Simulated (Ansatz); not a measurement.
BP:
```cif
data_B4P4
_chemical_formula_sum 'B4 P4'
_space_group_name_H-M_alt 'F-43m'
_space_group_IT_number 216
_space_group_name_Hall 'F -4 2 3'
_cell_length_a 4.53637
_cell_length_b 4.53637
_cell_length_c 4.53637
_cell_angle_alpha 90.000
_cell_angle_beta 90.000
_cell_angle_gamma 90.000
loop_
_atom_site_label
_atom_site_type_symbol
_atom_site_symmetry_multiplicity
_atom_site_Wyckoff_symbol
_atom_site_fract_x
_atom_site_fract_y
_atom_site_fract_z
_atom_site_occupancy
B1 B 4 d 0.75000 0.75000 0.75000 1
P1 P 4 b 0.50000 0.50000 0.50000 1
```
(The calculation used a cell of 2 atoms; values per cell refer to that cell.)

Relaxed with r²SCAN.

### Question
Give the optical modes at the zone centre with their infrared and Raman activity from DFPT, DFT-r²SCAN in the program Ansatz with PAW potentials.

### Answer
Transverse frequencies, without the LO–TO term; a row sums one degenerate level.

```tsv
ω (cm⁻¹)	degeneracy	IR ((D/Å)²/amu)	Raman (Å⁴/amu)	activity	symmetry
819	3	1.85	820	IR+Raman	T2
```

### Question
How high does the top mode go among those that the LO–TO term moves?

### Answer
822 cm⁻¹ for q along x.

Symmetry was held in the r²SCAN relaxation; phonons on a q-mesh show no instability. The volume moved by 17 % from the start of the relaxation.

Potentials: the later of the program's two PAW sets.
